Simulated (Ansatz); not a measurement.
Run on Rb: DFT, r2SCAN, PAW with Ansatz's default frozen-core files, scalar-relativistic (Ansatz 0.2.0). This run: relaxed.

The cell is entry 9011008 of the Crystallography Open Database, unrelaxed.

Command: `ansatz run input.yaml --threads 1 --pin off --max-ram 3072MiB --backend cpu --events-out ev --progress --plain --runs-dir out` It took 16 s on 1 thread of Intel(R) Xeon(R) 6975P-C (Granite Rapids), on a shared host, peak memory 0.74 GiB.

```yaml
crystal:
  lattice:
    - [-2.7925, 2.7925, 2.7925]
    - [2.7925, -2.7925, 2.7925]
    - [2.7925, 2.7925, -2.7925]
  atoms:
    - { symbol: Rb, position: [0.0, 0.0, 0.0] }
kpoints:
  mp_grid: { grid: [13, 13, 13] }
scf:
  occupations: { method: fermi_dirac, width: 0.05 }
hamiltonian:
  xc: r2scan
  pseudopotentials: { kind: paw }
output:
  forces: true
  stress: true
relax:
  f_tol: 0.003
  max_steps: 80
  cell: {}
```

Output:

```
Engine: ansatz 0.2.0
Pseudopotentials: kind: paw
Pseudopotential: Rb, paw, valence charge 9, recommended cutoff 500 eV (meta_gga), Rb.paw.azcp
Functional definition: r2SCAN
  parameter k0 = 0.174
  parameter k1 = 0.065
  parameter a1 = 4.9479
  exchange = r2scan_x(k0 = k0, k1 = k1, a1 = a1)
  correlation = r2scan_c
Crystal: 1 atoms, lattice volume = 87.104 Å³
Basis set: ecut = 500 eV, 2171 PW (Γ), exchange–correlation on 144×144×144 points (64 copies of the dense FFT grid, shifted against one another)
Bands: 9, of which v1, the nominal top of the filled ones, is band 5 counted from 1 (4 counted from 0)
Symmetry: 48 space group operations
Space group: Im-3m (ITA 229), of the structure as read, at distance tolerance 4.4e-5 Å
k-points: 84 of 2197
Non-local potential: Rb, projectors of the file, l = 0: 3, l = 1: 2, l = 2: 2
PAW form: soft (Blöchl's): semilocal exchange-correlation on the pseudo side does not see the compensation charge
PAW frozen core: Rb, regenerated for the run's functional (the file was generated under x = pbe(κ = 0.804, μ = 0.2195149727645171), c = pbe(β = 0.06672455060314922))
PAW one-centre angular grid: Rb, 302 points (default); XC on 160 Gauss nodes
Initial density: superposition of atomic densities (neutral atoms: chi_scale 0, normalization atom), corrected by the library's trained network
Initial wavefunctions: pseudopotential atomic-orbital guess
Functional: x = r2scan, c = r2scan; τ floored in thin density (d = 2e-4 eV/Å³)
SCF iter   1: F=—  HF=-3277.989491 eV  |F-HF|=—  |Δ(HF+E_count)|=         —  Δρ=2.34e-3  dr2=1.67e-3  dr2_τ=5.78e-4  ethr=1.77e-3  ⟨swp⟩=7.2  Hψ=6473  notcnv=0
preconditioner: auto → Kerker (q_TF=auto, 1.869 Å⁻¹)  [metal: Δε(μ)=0.059 eV  Ē_g=3.967 eV  σ=0.050 eV  W_gap=0.28  n_scr=12 (ndim 8)  ℏωp=4.0 eV  f_vac=0.000  D(μ)=0.84/eV (n_scr^D=0)]
SCF iter   2: F=—  HF=-3277.993164 eV  |F-HF|=—  |Δ(HF+E_count)|=   3.67e-3  Δρ=1.51e-3  dr2=7.04e-4  dr2_τ=6.79e-5  ethr=1.85e-5  ⟨swp⟩=2.0  Hψ=2185  notcnv=0
SCF iter   3: F=—  HF=-3277.994806 eV  |F-HF|=—  |Δ(HF+E_count)|=   1.64e-3  Δρ=3.12e-4  dr2=5.01e-5  dr2_τ=2.99e-5  ethr=7.82e-6  ⟨swp⟩=2.0  Hψ=1428  notcnv=0
SCF iter   4: F=—  HF=-3277.994791 eV  |F-HF|=—  |Δ(HF+E_count)|=   1.52e-5  Δρ=7.37e-5  dr2=8.38e-6  dr2_τ=2.95e-6  ethr=5.57e-7  ⟨swp⟩=2.1  Hψ=1077  notcnv=0
SCF iter   5: F=—  HF=-3277.994804 eV  |F-HF|=—  |Δ(HF+E_count)|=   1.30e-5  Δρ=4.35e-5  dr2=2.83e-6  dr2_τ=3.97e-7  ethr=9.31e-8  ⟨swp⟩=2.5  Hψ=1065  notcnv=0
SCF iter   6: F=—  HF=-3277.994806 eV  |F-HF|=—  |Δ(HF+E_count)|=   1.70e-6  Δρ=4.21e-5  dr2=8.86e-7  dr2_τ=3.40e-7  ethr=3.15e-8  ⟨swp⟩=2.3  Hψ=1048  notcnv=0
SCF iter   7: F=-3277.994805 eV  HF=-3277.994805 eV  |F-HF|=7.01e-9  |Δ(HF+E_count)|=   3.80e-7  Δρ=4.08e-6  dr2=1.71e-8  dr2_τ=8.44e-10  ethr=1.11e-9  ⟨swp⟩=3.4  Hψ=2956  notcnv=0
SCF 1 converged in 7 iterations: F = -3277.994805 eV  dr2 = 1.71e-8
  greatest PAW one-centre occupation: 0.975 electrons in one spin orbital (limit 2), on the Rb atom at site 0 (counted from 0), in its partial waves of l = 0
relax step   1: F+E_penalty+E_count = -3277.99480515 eV  Δ(F+E_penalty+E_count) = +0.000e0 eV  max|allowed force component| = 0.000e0 eV/Å  Δτ_max = 0.0000 Å  P = +0.258 GPa  Ω = 87.104 Å³  (7 SCF iters, dr2 threshold 1.00e-7 eV, accepted)
Crystal: 1 atoms, lattice volume = 87.821 Å³
Basis set: ecut = 500 eV, 2243 PW (Γ), exchange–correlation on 144×144×144 points (64 copies of the dense FFT grid, shifted against one another)
Initial density: handed on by an earlier stage of this run
Initial wavefunctions: those handed on with the density
iter 1 solved again at ethr=1.13e-8 eV; its pass at ethr=3.10e-3 eV (dr2=1.02e-6 eV) is discarded
SCF iter   1: F=—  HF=-3277.995020 eV  |F-HF|=—  |Δ(HF+E_count)|=         —  Δρ=6.60e-5  dr2=6.21e-6  dr2_τ=1.13e-4  ethr=1.13e-8  ⟨swp⟩=3.0  Hψ=7405  notcnv=0
eigensolver tolerance schedule calibrated: the retry pair's looser diagonalisation under-reported the residual by θ = 0.84 (0.15/decade); ethr = c·dr2/N_el runs at the constant in force after the calibration composes with the one it found (an armed cap, an earlier calibration), c = 4.2e-2
preconditioner: auto → Kerker (q_TF=auto, 1.866 Å⁻¹)  [metal: Δε(μ)=0.058 eV  Ē_g=3.948 eV  σ=0.050 eV  W_gap=0.28  n_scr=12 (ndim 8)  ℏωp=4.0 eV  f_vac=0.000  D(μ)=0.85/eV (n_scr^D=0)]
SCF iter   2: F=—  HF=-3277.995860 eV  |F-HF|=—  |Δ(HF+E_count)|=   8.40e-4  Δρ=1.77e-5  dr2=2.31e-7  dr2_τ=1.44e-7  ethr=1.13e-8  ⟨swp⟩=3.2  Hψ=1850  notcnv=0
SCF iter   3: F=—  HF=-3277.995862 eV  |F-HF|=—  |Δ(HF+E_count)|=   1.62e-6  Δρ=1.17e-5  dr2=1.07e-7  dr2_τ=7.50e-9  ethr=4.70e-10  ⟨swp⟩=5.1  Hψ=2492  notcnv=0
SCF iter   4: F=-3277.995862 eV  HF=-3277.995862 eV  |F-HF|=3.08e-9  |Δ(HF+E_count)|=   1.66e-7  Δρ=2.43e-6  dr2=1.08e-8  dr2_τ=1.19e-10  ethr=4.70e-10  ⟨swp⟩=4.5  Hψ=2290  notcnv=0
SCF 2 converged in 4 iterations: F = -3277.995862 eV  dr2 = 1.08e-8
relax step   2: F+E_penalty+E_count = -3277.99586223 eV  Δ(F+E_penalty+E_count) = -1.057e-3 eV  max|allowed force component| = 0.000e0 eV/Å  Δτ_max = 0.0000 Å  P = +0.229 GPa  Ω = 87.821 Å³  energy of the carried Pulay correction = -3.123e-5 eV  (4 SCF iters, dr2 threshold 1.00e-7 eV, accepted)
Crystal: 1 atoms, lattice volume = 93.963 Å³
Basis set: ecut = 500 eV, 2347 PW (Γ), exchange–correlation on 144×144×144 points (64 copies of the dense FFT grid, shifted against one another)
iter 1 solved again at ethr=6.20e-6 eV; its pass at ethr=3.10e-3 eV (dr2=5.58e-4 eV) is discarded
SCF iter   1: F=—  HF=-3277.941157 eV  |F-HF|=—  |Δ(HF+E_count)|=         —  Δρ=6.51e-4  dr2=5.98e-4  dr2_τ=7.68e-3  ethr=6.20e-6  ⟨swp⟩=2.4  Hψ=7521  notcnv=0
preconditioner: auto → Kerker (q_TF=auto, 1.845 Å⁻¹)  [metal: Δε(μ)=0.056 eV  Ē_g=3.824 eV  σ=0.050 eV  W_gap=0.27  n_scr=12 (ndim 8)  ℏωp=3.8 eV  f_vac=0.000  D(μ)=0.88/eV (n_scr^D=0)]
SCF iter   2: F=—  HF=-3278.000095 eV  |F-HF|=—  |Δ(HF+E_count)|=   5.89e-2  Δρ=1.82e-4  dr2=2.97e-5  dr2_τ=2.18e-5  ethr=6.20e-6  ⟨swp⟩=3.5  Hψ=1847  notcnv=0
SCF iter   3: F=—  HF=-3278.000163 eV  |F-HF|=—  |Δ(HF+E_count)|=   6.86e-5  Δρ=1.22e-4  dr2=1.40e-5  dr2_τ=1.09e-6  ethr=3.30e-7  ⟨swp⟩=2.1  Hψ=1075  notcnv=0
SCF iter   4: F=—  HF=-3278.000176 eV  |F-HF|=—  |Δ(HF+E_count)|=   1.28e-5  Δρ=2.28e-5  dr2=1.12e-6  dr2_τ=1.30e-8  ethr=1.55e-7  ⟨swp⟩=2.0  Hψ=1136  notcnv=0
[... lines left out ...]
Basis set: ecut = 500 eV, 2347 PW (Γ), exchange–correlation on 160×160×160 points (64 copies of the dense FFT grid, shifted against one another)
Initial wavefunctions: pseudopotential atomic-orbital guess (no wavefunctions were taken with the density)
iter 1 solved again at ethr=1.32e-7 eV; its pass at ethr=3.10e-3 eV (dr2=1.19e-5 eV) is discarded
SCF iter   1: F=—  HF=-3278.000497 eV  |F-HF|=—  |Δ(HF+E_count)|=         —  Δρ=6.36e-5  dr2=4.92e-7  dr2_τ=2.74e-6  ethr=1.32e-7  ⟨swp⟩=3.9  Hψ=9155  notcnv=0
preconditioner: auto → Kerker (q_TF=auto, 1.845 Å⁻¹)  [metal: Δε(μ)=0.057 eV  Ē_g=3.852 eV  σ=0.050 eV  W_gap=0.27  n_scr=12 (ndim 8)  ℏωp=3.8 eV  f_vac=0.000  D(μ)=0.88/eV (n_scr^D=0)]
SCF iter   2: F=—  HF=-3278.000499 eV  |F-HF|=—  |Δ(HF+E_count)|=   2.05e-6  Δρ=3.30e-5  dr2=1.31e-7  dr2_τ=1.52e-7  ethr=5.47e-9  ⟨swp⟩=2.0  Hψ=1154  notcnv=0
SCF iter   3: F=—  HF=-3278.000499 eV  |F-HF|=—  |Δ(HF+E_count)|=   5.67e-7  Δρ=2.06e-6  dr2=6.33e-9  dr2_τ=1.18e-9  ethr=1.46e-9  ⟨swp⟩=2.0  Hψ=1150  notcnv=0
SCF iter   4: F=—  HF=-3278.000499 eV  |F-HF|=—  |Δ(HF+E_count)|=   8.96e-9  Δρ=1.10e-6  dr2=2.82e-9  dr2_τ=1.03e-10  ethr=7.03e-11  ⟨swp⟩=2.0  Hψ=1054  notcnv=0
SCF iter   5: F=—  HF=-3278.000499 eV  |F-HF|=—  |Δ(HF+E_count)|=  6.88e-10  Δρ=6.34e-7  dr2=2.73e-10  dr2_τ=8.55e-11  ethr=3.14e-11  ⟨swp⟩=2.0  Hψ=1151  notcnv=0
SCF iter   6: F=—  HF=-3278.000499 eV  |F-HF|=—  |Δ(HF+E_count)|=   1.81e-9  Δρ=2.49e-7  dr2=6.28e-11  dr2_τ=5.37e-12  ethr=3.04e-12  ⟨swp⟩=2.0  Hψ=1151  notcnv=0
SCF iter   7: F=-3278.000499 eV  HF=-3278.000499 eV  |F-HF|=1.82e-11  |Δ(HF+E_count)|=  1.05e-10  Δρ=8.02e-8  dr2=6.91e-12  dr2_τ=8.95e-13  ethr=1.00e-12  ⟨swp⟩=4.5  Hψ=3347  notcnv=0
SCF 4 converged in 7 iterations: F = -3278.000499 eV  dr2 = 6.91e-12
relax step   4: F+E_penalty+E_count = -3278.00049945 eV  Δ(F+E_penalty+E_count) = -3.213e-4 eV  max|allowed force component| = 0.000e0 eV/Å  Δτ_max = 0.0000 Å  P = +0.022 GPa  Ω = 93.963 Å³  stress off target by 2.18e-2 GPa  SCF on the basis re-selected at this cell (its energy is not comparable with the rows above)  (7 SCF iters)
basis re-selected at this cell: Δ(F+E_penalty+E_count) = -3.213e-4 eV, ΔP = +0.002 GPa vs the last step (what re-selecting the basis moved, of the pressure what is left beyond the Pulay correction that the steps carried, after the strain that the cell walked since its last selection, with what the two solves' SCF thresholds leave and, on support functions, any second-order correction that the steps lacked; it is no measure of the basis error at this ecutwfc). The dense FFT grid was sized anew with the basis: this SCF ran on 40×40×40 points, the steps before it on 36×36×36, so part of this shift can come from that change (see relax.cell in the input reference). This SCF's stress stands 2.18e-2 GPa from its target on what of the cell is left free (relax.cell.stress_tol is 5.00e-2 GPa) and its largest allowed force component is 0.00e0 eV/Å (relax.f_tol is 3.00e-3 eV/Å): within both
SCF converged after 7 iterations
Free energy (F): -3278.000499 eV
Harris-Foulkes:  -3278.000499 eV  (|F-HF|=1.82e-11)
Internal energy: -3277.993349 eV  (E = F + TS)
E sigma→0 (E₀):  -3277.996924 eV
Entropy (-TS):   -0.007151 eV (-7.151 meV/atom)
Fermi energy:    1.887457 eV
--- Per-component energies (eV) ---
  E_band       = -126.045646
  E_kinetic    = 191.275231
  E_local      = -714.659184  (includes V_loc(G=0)·N_el)
  E_nonlocal   = 172.490784
  E_hartree    = 201.404828
  E_xc         = -123.011507
  E_vxc        = -148.733356  (∫ρ·V_xc dr)
  E_paw        = -2634.818062  (= ΣΔE_a)
  E_vpaw       = -37.516734  (= ΣTr[D̂ρ^β])
  E_aug_tail   = -0.000000  (compensation charges beyond the density's cutoff)
  E_vtau       = 8.287906  (kinetic-family band-sum trace: ∫τ·v_τ [+ j·A + Jᵃ·Aᵃ] dr)
  E_ewald      = -370.528512
  E_core_change = -0.146927  (= ΣΔE_core)
  E_smearing   = -0.007151  (= −TS)
  E_closure    = -0.000000  (closes the sum)
  Σ components = -3278.000499   (vs F -3278.000499, Δ=0.00e0)
--- Forces (eV/Å), atoms counted from 1 ---
  atom   1  Rb    -0.00000000     0.00000000     0.00000000
  max |Σ_I F_I| component: 2.05e-32 eV/Å
--- Stress (GPa, compression-positive) ---
        0.021839       0.000000       0.000000
        0.000000       0.021839      -0.000000
       -0.000000       0.000000       0.021839
  P = ⅓ Tr σ = 0.0218 GPa (0.218 kbar)
--- Relaxed structure (3 steps of the walk, 3 accepted, 1 SCFs on fresh bases) ---
  F+E_penalty+E_count = -3278.00049945 eV   max|allowed force component| = 0.000e0 eV/Å   (the final SCF, on the basis selected at the relaxed cell)
  cell:  # Å, volume = 93.9627 Å³
    - [-2.8639478824999305, 2.8639478824999305, 2.8639478824999305]
    - [2.8639478824999305, -2.8639478824999305, 2.8639478824999305]
    - [2.8639478824999305, 2.8639478824999305, -2.8639478824999305]
  atoms:
    - { symbol: Rb, position: [0.0, 0.0, 0.0] }
```

Next run, as changes to the input before:

```diff
   lattice:
-    - [-2.7925, 2.7925, 2.7925]
-    - [2.7925, -2.7925, 2.7925]
-    - [2.7925, 2.7925, -2.7925]
+    - [-2.8639478825, 2.8639478825, 2.8639478825]
+    - [2.8639478825, -2.8639478825, 2.8639478825]
+    - [2.8639478825, 2.8639478825, -2.8639478825]
   atoms:
   stress: true
-relax:
-  f_tol: 0.003
-  max_steps: 80
-  cell: {}
+  eigenvalues: true
```

Results part of the output:

```
SCF 1 converged in 7 iterations: F = -3278.000499 eV  dr2 = 1.75e-9
  greatest PAW one-centre occupation: 0.975 electrons in one spin orbital (limit 2), on the Rb atom at site 0 (counted from 0), in its partial waves of l = 0
SCF converged after 7 iterations
Free energy (F): -3278.000499 eV
Harris-Foulkes:  -3278.000499 eV  (|F-HF|=2.19e-9)
Internal energy: -3277.993349 eV  (E = F + TS)
E sigma→0 (E₀):  -3277.996924 eV
Entropy (-TS):   -0.007151 eV (-7.151 meV/atom)
Fermi energy:    1.887491 eV
--- Per-component energies (eV) ---
  E_band       = -126.045821
  E_kinetic    = 191.275114
  E_local      = -714.658969  (includes V_loc(G=0)·N_el)
  E_nonlocal   = 172.490788
  E_hartree    = 201.404690
  E_xc         = -123.011469
  E_vxc        = -148.733295  (∫ρ·V_xc dr)
  E_paw        = -2634.818063  (= ΣΔE_a)
  E_vpaw       = -37.516741  (= ΣTr[D̂ρ^β])
  E_aug_tail   = -0.000000  (compensation charges beyond the density's cutoff)
  E_vtau       = 8.287899  (kinetic-family band-sum trace: ∫τ·v_τ [+ j·A + Jᵃ·Aᵃ] dr)
  E_ewald      = -370.528512
  E_core_change = -0.146927  (= ΣΔE_core)
  E_smearing   = -0.007151  (= −TS)
  E_closure    = -0.000000  (closes the sum)
  Σ components = -3278.000499   (vs F -3278.000499, Δ=0.00e0)
--- Forces (eV/Å), atoms counted from 1 ---
  atom   1  Rb    -0.00000000    -0.00000000    -0.00000000
  max |Σ_I F_I| component: 1.28e-32 eV/Å
--- Stress (GPa, compression-positive) ---
        0.021805       0.000000       0.000000
        0.000000       0.021805       0.000000
        0.000000       0.000000       0.021805
  P = ⅓ Tr σ = 0.0218 GPa (0.218 kbar)
--- Band table (eV; the first three rows and the last of 84) ---
  k-point 0: bands = ["-28.2594", "-11.7368", "-11.7368", "-11.7368", "-0.1846", "5.9494", "5.9494", "5.9494", "6.9056"]
  k-point 1: bands = ["-28.2591", "-11.7420", "-11.7385", "-11.7368", "-0.1124", "5.8202", "5.8329", "6.0142", "6.7183"]
  k-point 2: bands = ["-28.2585", "-11.7561", "-11.7430", "-11.7368", "0.1007", "5.3469", "5.5654", "6.2070", "6.6195"]
  k-point 83: bands = ["-28.2526", "-11.7984", "-11.7975", "-11.7975", "3.1489", "3.2340", "5.2551", "5.2851", "5.2851"]
```

The PAW files were made under PBE.
